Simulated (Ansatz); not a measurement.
Method: Ansatz 0.2.0, DFT PBE, scalar-relativistic, plane waves, PAW. The final run on the 8-atom cell used 420 eV, a Γ-centred 8×4×4 mesh, 0.02 eV smearing and no spin polarisation.

Energies over the elements count from the elements' standard structures at the same level, with no fitted energy shifts. The references include black phosphorus.

Q: Suggest a trial structure for an orthorhombic semiconductor with formula Ga4AsP3, with a gap near 1.1 eV, a formation energy near −0.40 eV/atom and about 22 Å³ per atom, in a cell of 8 atoms.

A: Ga4AsP3, space group Amm2 (No. 38). Ga on a site of symmetry mm2 has 2 P at 2.38 Å and 2 As at 2.44 Å; Ga on a site of symmetry m is surrounded by 3 P at 2.39–2.40 Å and 1 As at 2.46 Å; P on a site of symmetry m has 4 Ga at 2.38–2.41 Å; around As lie 4 Ga at 2.44–2.46 Å; 2 more sites not described.

```
Ga P As
1.0
     3.93429    0.00000    0.00000
     0.00000    3.93496    5.56420
     0.00000   -3.93496    5.56420
Ga P As
4 3 1
Direct
  0.00000 0.99507 0.99507
  0.50000 0.50726 0.99713
  0.50000 0.99713 0.50726
  0.00000 0.50029 0.50029
  0.00000 0.62487 0.12514
  0.00000 0.12514 0.62487
  0.50000 0.62505 0.62505
  0.50000 0.12519 0.12519
```

- Volume per atom: 21.54 Å³
- Density: 4.31 g/cm³
- Formation energy: −0.404 eV/atom
- Gap on the 8×4×4 mesh of the 8-atom cell: 1.10 eV

It was reached by relaxing an invented guess, and it needn't be the stable form of this composition. Other answers may fit too; this one was computed.

Kohn–Sham gaps at this level usually fall short of measured ones. The reference forms of As and P are held partly by dispersion forces, which this level lacks. A later test with randomly moved atoms came back to the same energy, though modes that don't fit the test's cell weren't probed.
